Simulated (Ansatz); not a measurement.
Ansatz (an electronic-structure program) input:

Ansatz 0.2 input:
```yaml
crystal:
  lattice:
    - [3.1590488236, 0.0, 0.0]
    - [0.0, 3.1590488236, 0.0]
    - [0.0, 0.0, 3.1590488236]
  atoms:
    - { symbol: Pd, position: [0.0, 0.0, 0.0] }
    - { symbol: Mo, position: [0.5, 0.5, 0.5] }
kpoints:
  mp_grid: { grid: [10, 10, 10] }
  band_path:
    path:
      - [[0.0, 0.0, 0.0], [0.0, 0.5, 0.0], [0.5, 0.5, 0.0], [0.0, 0.0, 0.0], [0.5, 0.5, 0.5], [0.0, 0.5, 0.0]]  # Γ-X-M-Γ-R-X
      - [[0.5, 0.5, 0.5], [0.5, 0.5, 0.0]]  # R-M
    npoints: 12
basis: { xc_grid: 2 }
hamiltonian:
  xc: pbe
  pseudopotentials: { azcp: { folder: ./paw }, kind: paw_fr }
magnetization: { noncollinear: true, spin_orbit: true }
scf:
  n_extra_bands: 12
  convergence: { dr2_threshold: 0.0000000001 }
  occupations: { method: gaussian, width: 0.05 }
output: { eigenvalues: true }
```

Output (shortened):

```
Pseudopotential: Pd, paw, valence charge 18
Pseudopotential: Mo, paw, valence charge 14
Functional definition: PBE
non-collinear run that drives no moment, with spin-orbit …
Crystal: 2 atoms, lattice volume = 31.526 Å³
Basis set: ecut = 420 eV, 619 PW (Γ), exchange–correlation on 48×48×48 points (8 copies of the dense FFT grid, shifted against one another)
Bands: 44, of which v1, the nominal top of the filled ones, is band 32 counted from 1 (31 counted from 0)
Symmetry: 48 space group operations + 48 with time reversal
k-points: 56 of 1000
Projection manifold: j_resolved (fully-relativistic pseudo-atomic orbitals)
SCF iter   1: F=—  HF=-11934.337736 eV  |F-HF|=—  |Δ(HF+E_count)|=         —  Δρ=2.23e-1  dr2=2.15e1  dr2_m=0.00e0 (ungated)  ethr=3.10e-3  |M|=0.00e0 ∫|m|=0.00e0 μB  |m|>n=0.0e0 m-floor=0.0e0 τ_xc=0.0e0  β_m=0.30  ⟨swp⟩=7.6  Hψ=5978  notcnv=0  defer=24
preconditioner: auto → none
SCF iter   2: F=—  HF=-11931.826394 eV  |F-HF|=—  |Δ(HF+E_count)|=    2.51e0  Δρ=7.67e-2  dr2=1.83e0  dr2_m=0.00e0 (ungated)  ethr=3.10e-3  |M|=0.00e0 ∫|m|=0.00e0 μB  |m|>n=0.0e0 m-floor=0.0e0 τ_xc=0.0e0  β_m=0.32  ⟨swp⟩=2.0  Hψ=2547  notcnv=0  defer=278
SCF iter   3: F=—  HF=-11931.355462 eV  |F-HF|=—  |Δ(HF+E_count)|=   4.71e-1  Δρ=3.81e-2  dr2=3.97e-1  dr2_m=0.00e0 (ungated)  ethr=3.10e-3  |M|=0.00e0 ∫|m|=0.00e0 μB  |m|>n=0.0e0 m-floor=0.0e0 τ_xc=0.0e0  β_m=0.38  ⟨swp⟩=2.4  Hψ=2106  notcnv=0  defer=292
SCF iter   4: F=—  HF=-11931.277953 eV  |F-HF|=—  |Δ(HF+E_count)|=   7.75e-2  Δρ=1.61e-2  dr2=2.92e-2  dr2_m=0.00e0 (ungated)  ethr=1.24e-3  |M|=0.00e0 ∫|m|=0.00e0 μB  |m|>n=0.0e0 m-floor=0.0e0 τ_xc=0.0e0  β_m=0.58  ⟨swp⟩=2.0  Hψ=1672  notcnv=0  defer=292
SCF iter   5: F=—  HF=-11931.279697 eV  |F-HF|=—  |Δ(HF+E_count)|=   1.74e-3  Δρ=5.79e-3  dr2=2.04e-2  dr2_m=0.00e0 (ungated)  ethr=9.13e-5  |M|=0.00e0 ∫|m|=0.00e0 μB  |m|>n=0.0e0 m-floor=0.0e0 τ_xc=0.0e0  β_m=0.62  ⟨swp⟩=2.1  Hψ=2387  notcnv=0  defer=302
SCF iter   6: F=—  HF=-11931.277098 eV  |F-HF|=—  |Δ(HF+E_count)|=   2.60e-3  Δρ=8.82e-4  dr2=3.29e-4  dr2_m=0.00e0 (ungated)  ethr=6.39e-5  |M|=0.00e0 ∫|m|=0.00e0 μB  |m|>n=0.0e0 m-floor=0.0e0 τ_xc=0.0e0  β_m=0.77  ⟨swp⟩=1.4  Hψ=1172  notcnv=0  defer=302
SCF iter   7: F=—  HF=-11931.277092 eV  |F-HF|=—  |Δ(HF+E_count)|=   6.68e-6  Δρ=1.74e-4  dr2=1.46e-5  dr2_m=0.00e0 (ungated)  ethr=1.03e-6  |M|=0.00e0 ∫|m|=0.00e0 μB  |m|>n=0.0e0 m-floor=0.0e0 τ_xc=0.0e0  β_m=0.80  ⟨swp⟩=2.0  Hψ=1448  notcnv=0  defer=302
SCF iter   8: F=—  HF=-11931.277092 eV  |F-HF|=—  |Δ(HF+E_count)|=   2.89e-7  Δρ=1.85e-5  dr2=1.76e-7  dr2_m=0.00e0 (ungated)  ethr=4.57e-8  |M|=0.00e0 ∫|m|=0.00e0 μB  |m|>n=0.0e0 m-floor=0.0e0 τ_xc=0.0e0  β_m=0.85  ⟨swp⟩=1.4  Hψ=1222  notcnv=0  defer=302
SCF iter  10: F=-11931.277092 eV  HF=-11931.277092 eV  |F-HF|=9.09e-12  |Δ(HF+E_count)|=  1.26e-10  Δρ=2.23e-7  dr2=1.23e-11  dr2_m=0.00e0 (ungated)  ethr=1.00e-12  |M|=0.00e0 ∫|m|=0.00e0 μB  |m|>n=0.0e0 m-floor=0.0e0 τ_xc=0.0e0  ⟨swp⟩=7.5  Hψ=4940  notcnv=0
SCF 1 converged in 10 iterations: F = -11931.277092 eV  dr2 = 1.23e-11
NSCF: frozen V_eff on 74 k-points
SCF converged after 10 iterations
Magnetization: |M| = 0.0000 μB,  M = (+0.0000, +0.0000, +0.0000) μB
Absolute magnetization: 0.0000 μB (∫|m|)
  site 0: m = (+0.0000, +0.0000, +0.0000) μB, |m| = 0.0000 μB  (R = 1.13 Å)
  site 1: m = (+0.0000, +0.0000, +0.0000) μB, |m| = 0.0000 μB  (R = 1.13 Å)
Free energy (F): -11931.277092 eV
Harris-Foulkes:  -11931.277092 eV  (|F-HF|=9.09e-12)
Internal energy: -11931.273484 eV  (E = F + TS)
E sigma→0 (E₀):  -11931.275288 eV
Entropy (-TS):   -0.003608 eV (-1.804 meV/atom)
Fermi energy:    19.877505 eV
--- Per-component energies (eV) ---
  E_band       = -221.730258
  E_kinetic    = 868.202475
  E_local      = -2760.958008  (includes V_loc(G=0)·N_el)
  E_nonlocal   = 517.326104
  E_hartree    = 1066.279354
  E_xc         = -314.040731
  E_vxc        = -393.967576  (∫ρ·V_xc dr)
  E_paw        = -7024.333446  (= ΣΔE_a)
  E_vpaw       = -584.892014  (= ΣTr[D̂ρ^β])
  E_aug_tail   = 0.000275  (compensation charges beyond the density's cutoff)
  E_ewald      = -4283.749506
  E_smearing   = -0.003608  (= −TS)
  E_closure    = 0.000000  (closes the sum)
  Σ components = -11931.277092   (vs F -11931.277092, Δ=0.00e0)
  [band-id]    e_kinetic+e_local+e_nonlocal+2·e_hartree+e_vxc+e_vpaw+e_augmentation_tail = -221.730036   (vs E_band -221.730258, Δ=2.22e-4)
--- Band table (eV; the first three rows and the last of 56) ---
  k-point 0: bands = ["-65.0560", "-65.0560", "-41.2498", "-41.2498", "-33.8612", "-33.8612", "-29.3835", "-29.3835", "-29.3835", "-29.3835", "-16.9183", "-16.9183", "-14.3950", "-14.3950", "-14.3950", "-14.3950", "12.4266", "12.4266", "14.2364", "14.2364", …
  k-point 1: bands = ["-65.0558", "-65.0558", "-41.2482", "-41.2482", "-33.8620", "-33.8620", "-29.3863", "-29.3863", "-29.3829", "-29.3829", "-16.9247", "-16.9247", "-14.4127", "-14.4127", "-14.3940", "-14.3940", "12.6253", "12.6253", "14.3256", "14.3256", …
  k-point 2: bands = ["-65.0551", "-65.0551", "-41.2440", "-41.2440", "-33.8640", "-33.8640", "-29.3936", "-29.3936", "-29.3814", "-29.3814", "-16.9418", "-16.9418", "-14.4581", "-14.4581", "-14.3911", "-14.3911", "13.1923", "13.1923", "14.5845", "14.5845", …
  k-point 55: bands = ["-65.0482", "-65.0482", "-41.1933", "-41.1933", "-33.8908", "-33.8908", "-29.4255", "-29.4255", "-29.4255", "-29.4255", "-17.0923", "-17.0923", "-14.6162", "-14.6162", "-14.6162", "-14.6162", "15.6640", "15.6640", "15.6640", "15.6640", …
```

Cost: about 30 core-seconds (a rough figure) on shared cores.

Space group Pm-3m (CsCl type). The start of the workflow was typed in or built on a structure type; neither database checked (COD, Materials Project) lists it. Whether it is the stable phase at ambient conditions was not checked. The cell was relaxed with PBE under the symmetry of its start; its stability against distortions is not shown here. The run is not spin-polarised. Its formation energy is positive at this level, so the cell may be metastable or incomplete.

Potentials: the earlier of the program's two PAW sets.

Ansatz is a plane-wave DFT program.
